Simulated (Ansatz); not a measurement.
TaAlO$_{4}$ (space group C2/m)

```
TaAlO4
1.0
    6.07718    -1.89096     0.00000
    6.07718     1.89096     0.00000
   -1.96570     0.00000     6.14772
Ta Al O
2 2 8
Direct
  0.10581   0.10581   0.23192
  0.89419   0.89419   0.76808
  0.20089   0.20089   0.82050
  0.79911   0.79911   0.17950
  0.64153   0.64153   0.20216
  0.35847   0.35847   0.79784
  0.05741   0.05741   0.86498
  0.94259   0.94259   0.13502
  0.85882   0.85882   0.47486
  0.14118   0.14118   0.52514
  0.73770   0.73770   0.85768
  0.26230   0.26230   0.14232
```

The slice is a (100) plane (indices of the conventional cell) through the point (0.201, 0.201, 0.821) (fractional), spanned by u = [1 -1 0] and v = [001] in vectors of this cell: u (3.78 Å) and v (6.45 Å, at 90° to u). It covers one period; positions are fractions (u, v).

The numbers are results of PBEsol (plane waves to 420 eV, PAW, scalar-relativistic; Ansatz, an electronic-structure program), not measurements. k mesh 7×7×5. Inside the PAW spheres the values are not all-electron values, and peaks at nuclei hang on which shells count as valence. Spin-orbit coupling is left out, though Ta is heavy. TaAlO4 is run without spin polarisation. TaAlO4 was relaxed with its symmetry unable to fall.

Sketch the valence electron density on this plane as a map.


```
|..::::==++**##%%@@%%##**++==::::|
|::----====++**######**++====----|
|============++++++++++==========|
|++++====--------==--------====++|
|****++==--::::::::::::::--==++**|
|####**==--::..........::--==**##|
|####**++--::..      ..::--++**##|
|####**==--::          ::--==**##|
|****++==--::          ::--==++**|
|**++++==::....      ....::==++++|
|++====--::::..........::::--====|
|====----::::::------::::::----==|
|====--------==========--------==|
|======----==++++**++++==----====|
|++++======++****##****++======++|
|++++++====++**######**++====++++|
|****++====++**######**++====++**|
|##****++==++**######**++==++****|
|####**++====++******++====++**##|
|####**++========++========++**##|
|####**++==----======----==++**##|
|****++==------------------==++**|
|++++++==----==========----==++++|
|++======--==++++++++++==--======|
|==========++**######**++========|
|::::--==++**##%%@@%%##**++==--::|
|..::::==++**%%@@@@@@%%**++==::::|
|....::==++##%%@@@@@@%%##++==::..|
```
Scale: ten equal steps from -1.71 (start of ' ') to 0.59 (end of '@'), in the order ' .:-=+*#%@'. Values: log₁₀ of the valence density in e/Å³. The map has 16 points along u (two characters each, u = 0 at the left) and 28 along v (v = 0 in the bottom row). The scale is logarithmic, as a density can span decades between atoms and voids.
